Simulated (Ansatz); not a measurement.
SiO2 — 17O nuclear quadrupole resonance

Cell: an entry of the Crystallography Open Database (COD) (the cell was measured well above room temperature), ions relaxed with PBE at fixed cell.

Space group P4_12_12 (No. 92); a = 4.9930, c = 7.0050 Å.

```
site  Wyckoff  site symmetry       x       y       z
  Si       4a            ..2  0.3024  0.3024  0.0000
   O       8b              1  0.2378  0.1109  0.1820
```

One atom of each set is listed.

Level of theory: DFT, r2SCAN, plane waves and PAW (field gradients read without the response of the frozen cores, which leaves them typically 4 to 6 % off), scalar-relativistic, 500 eV cutoff, Γ-centred 5×5×3 k-points, Fermi–Dirac smearing 0.02 eV (Ansatz 0.2.0).

17O: I = 5/2, Q = -25.58 mb (year-2017 value). Static lattice, zero field.

Task: The simulated lines lie at 0.937, 1.81 MHz. What are |C_Q|, η and |V_zz| at O?

Result: For I = 5/2 and η = 0 the lines are 3|C_Q|/20 and twice that; η pulls their ratio below 2. Here |C_Q| = 6.06 MHz, η = 0.17 and |V_zz| = 9.80 × 10²¹ V/m². The calculation gives V_zz positive; the lines don't show the sign. The site has 2 Si at 1.62–1.63 Å, angle 144°.

At O V_zz runs parallel to the line that joins its two neighbours (within 1°).

At this cell the principal stresses reach 5 GPa in size with r2SCAN, which can matter for small gradients. The largest force is 0.3 eV/Å, so the atoms aren't at the calculated equilibrium and relaxing them would move these values.

The run took 15 s of wall time (15 s of CPU time) and 0.74 GiB at its peak, on 1 thread of Intel Xeon Platinum 8488C (Sapphire Rapids) (x86_64; 16 cores open to the job, memory cap 3.0 GiB, no GPU), a shared host with a load of 0.2 a core.
